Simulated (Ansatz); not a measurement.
A geometry of SnO₂ away from equilibrium: step 3 of the relaxation of a relaxed SnO2 cell, doubled along one cell vector, shaken by Gaussian noise of σ = 0.08 Å a coordinate. All values below come from r2SCAN (plane waves to 500 eV, PAW, scalar-relativistic; Ansatz, a program for electronic structure). Γ-centred k-mesh 7×4×8 on the run's cell (coarser than for final values), Fermi–Dirac smearing 0.05 eV.

```yaml
crystal:
  lattice:
    - [3.48623, -0.01773, -0.01475]
    - [-0.03545, 7.03752, 0.02129]
    - [-0.01177, 0.00849, 2.81876]
  atoms:
    - { symbol: O, position: [0.98043, 0.26772, 0.57810] }
    - { symbol: O, position: [0.01153, 0.75112, 0.52641] }
    - { symbol: O, position: [0.47197, 0.00553, 0.43513] }
    - { symbol: O, position: [0.50502, 0.51962, 0.48475] }
    - { symbol: Sn, position: [0.49028, 0.26959, 0.01398] }
    - { symbol: Sn, position: [0.50422, 0.76106, 0.98946] }
```

Predict the force on each atom, in eV/Å.


| atom | Fx | Fy | Fz |
|---|---|---|---|
| O1 | 0.43 | -0.32 | 1.37 |
| O2 | -0.75 | 0.54 | 1.26 |
| O3 | 0.50 | 0.60 | -1.57 |
| O4 | -0.21 | -0.92 | -1.38 |
| Sn5 | -0.05 | -0.36 | 0.31 |
| Sn6 | 0.08 | 0.45 | 0.00 |

What is the pressure?

-0.8 GPa, compression positive.

How much energy per atom can still be gained by relaxing?

0.79 eV/atom; the path ends in R-3m (No. 166).

No spin polarisation in the result. No dispersion correction is included, so spacings between layers, chains or molecules are soft and tend to come out too large.

Of the parent cell (P4/mmm (No. 123)): it is a generated cell of SnO2: the first start was made by a random draw of sites in a space group, and the end was not matched to a known phase here, so it may be hypothetical. Known forms of SnO2 include space group No. 136.

The first start was generated by a random draw of sites in a space group. Materials Project lists a structure of SnO2 in the same space group, R-3m (No. 166); the sites were not compared with it, nor with measured phases. Known forms of SnO2 include space group No. 136.
